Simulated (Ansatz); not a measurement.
Si₂Ni (fluorite or antifluorite type, Fm-3m) under volume change, DFT-PBEsol in the program Ansatz with PAW potentials, scaled uniformly.

| V (Å³/atom) | E − E(relaxed) (meV/atom) | P (GPa) |
|---|---|---|
| 11.863 | 63.0 | 18.85 |
| 12.254 | 26.2 | 11.44 |
| 12.646 | 6.1 | 5.19 |
| 13.037 | 0.0 | 0.00 |
| 13.428 | 5.4 | -4.32 |
| 13.819 | 20.6 | -8.02 |
| 14.210 | 44.1 | -11.10 |

Q: What does a third-order Birch–Murnaghan fit give for V₀, B₀ and B′?

A: V₀ = 13.04 Å³/atom, B₀ = 159 GPa, B′ = 4.9.

The PBEsol relaxation kept the symmetry of its start; of distortions, only those at the zone centre were tested. No spin polarisation was allowed.

Potentials: the earlier of the program's two PAW sets.
